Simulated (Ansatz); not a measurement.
Ni3SnN (anti-perovskite, Pm-3m) under volume change, plane-wave PAW PBEsol (Ansatz code), scaled uniformly.

```json
[
 {"V (Å³/atom)": "10.371", "E − E(relaxed) (meV/atom)": "69.3", "P (GPa)": "23.74"},
 {"V (Å³/atom)": "10.713", "E − E(relaxed) (meV/atom)": "28.9", "P (GPa)": "14.41"},
 {"V (Å³/atom)": "11.055", "E − E(relaxed) (meV/atom)": "6.8", "P (GPa)": "6.57"},
 {"V (Å³/atom)": "11.397", "E − E(relaxed) (meV/atom)": "0.0", "P (GPa)": "0.00"},
 {"V (Å³/atom)": "11.739", "E − E(relaxed) (meV/atom)": "6.1", "P (GPa)": "-5.51"},
 {"V (Å³/atom)": "12.081", "E − E(relaxed) (meV/atom)": "22.9", "P (GPa)": "-10.11"},
 {"V (Å³/atom)": "12.423", "E − E(relaxed) (meV/atom)": "48.7", "P (GPa)": "-13.96"}
]
```

Task: What does a third-order Birch–Murnaghan fit give for V₀, B₀ and B′?

Result: V₀ = 11.40 Å³/atom, B₀ = 200 GPa, B′ = 4.9.

The workflow started from a Materials Project entry (that database holds measured and hypothetical structures alike); the Crystallography Open Database copy checked does not list it. Its standing as an ambient phase is unchecked. The cell was relaxed with PBEsol under the symmetry of its start. At this level the phase is dynamically unstable (imaginary phonons). The run is not spin-polarised. Scalar-relativistic: spin–orbit coupling is off unless named, which matters more the heavier the elements.

Potentials: the later of the program's two PAW sets.
